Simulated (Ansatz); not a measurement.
ZrC:
```cif
data_CZr
_chemical_formula_sum 'Zr1 C1'
_space_group_name_H-M_alt 'P 1'
_space_group_IT_number 1
_cell_length_a 3.28197
_cell_length_b 3.28197
_cell_length_c 3.28197
_cell_angle_alpha 60.000
_cell_angle_beta 60.000
_cell_angle_gamma 60.000
loop_
_space_group_symop_operation_xyz
  'x, y, z'
loop_
_atom_site_label
_atom_site_type_symbol
_atom_site_fract_x
_atom_site_fract_y
_atom_site_fract_z
_atom_site_occupancy
Zr1 Zr 0.00000 0.00000 0.00000 1
C1 C 0.50000 0.50000 0.50000 1
```

Relaxed with LDA.

Problem. Decompose the optical modes at the zone centre into irreducible representations, and say which are infrared and Raman allowed.

Solution. Point group m-3m: Γ_opt = T1u. Infrared: T1u. Raman: none.

Problem. Assign frequencies (DFPT, plane-wave PAW LDA (Ansatz code)).

Solution. T1u 451 cm⁻¹.

Space group Fm-3m (rock salt). Symmetry was held in the LDA relaxation; of distortions, only those at the zone centre were tested. No spin polarisation was allowed. As this level gives no gap, phonon frequencies hold no LO–TO term and depend on the k-mesh and smearing (Fermi–Dirac, 0.1 eV here).

Potentials: the later of the program's two PAW sets.
